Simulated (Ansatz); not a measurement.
LaGaO3 (space group R-3c)

```
CELL_PARAMETERS angstrom
      2.73391     1.57843     4.38110
     -2.73391     1.57843     4.38110
      0.00000    -3.15685     4.38110
ATOMIC_POSITIONS crystal
  La 0.25000 0.25000 0.25000
  La 0.75000 0.75000 0.75000
  Ga 0.00000 0.00000 0.00000
  Ga 0.50000 0.50000 0.50000
  O  0.75000 0.18772 0.31228
  O  0.25000 0.81228 0.68772
  O  0.31228 0.75000 0.18772
  O  0.68772 0.25000 0.81228
  O  0.18772 0.31228 0.75000
  O  0.81228 0.68772 0.25000
```

A phonon eigenvector at Γ is frozen into this cell: atom i moves by Q times the vector below, so Q is the largest atomic displacement, in Å. The cell is held.

| atom | x | y | z |
|---|---|---|---|
| La1 | 0.000 | 0.000 | 1.000 |
| La2 | 0.000 | 0.000 | -1.000 |
| O5 | -0.124 | -0.071 | -0.183 |
| O6 | 0.124 | 0.071 | 0.183 |
| O7 | 0.124 | -0.071 | -0.183 |
| O8 | -0.124 | 0.071 | 0.183 |
| O9 | 0.000 | 0.143 | -0.183 |
| O10 | 0.000 | -0.143 | 0.183 |

Atoms not listed stay in place.

All values below come from LDA (plane waves to 420 eV, PAW, scalar-relativistic; Ansatz, an electronic-structure program). k mesh 8×8×8 (Γ-centred), Fermi-Dirac smearing 0.05 eV. E stands for the smeared free energy. Stress and pressure are positive under compression. LaGaO3 is run without spin polarisation. LaGaO3 was relaxed with its symmetry unable to fall. This is one of several known forms of LaGaO3; the measured ambient cells at hand have space group No. 62. The zero of ΔE is the undisplaced structure.

| Q (Å) | ΔE (meV/cell) | P (GPa) |
|---|---|---|
| -0.180 | 264.6 | 2.46 |
| -0.150 | 179.7 | ___ |
| -0.120 | ___ | 1.09 |
| -0.090 | 62.5 | 0.61 |
| -0.060 | 27.5 | 0.27 |
| -0.030 | 6.8 | 0.07 |
| 0.000 | 0.0 | 0.00 |
| 0.030 | 6.8 | 0.07 |
| 0.060 | 27.5 | 0.27 |
| 0.090 | 62.5 | 0.61 |
| 0.120 | ___ | 1.09 |
| 0.150 | 179.7 | ___ |
| 0.180 | 264.6 | 2.46 |

Problem. What belongs in the gaps?

Solution. 
- -0.150, P (GPa): 1.70
- -0.120, ΔE (meV/cell): 112.9
- 0.120, ΔE (meV/cell): 112.9
- 0.150, P (GPa): 1.70

(A displaced cell: forces are minus the slopes of the energy, force constants its curvatures, and phonons follow from these.)
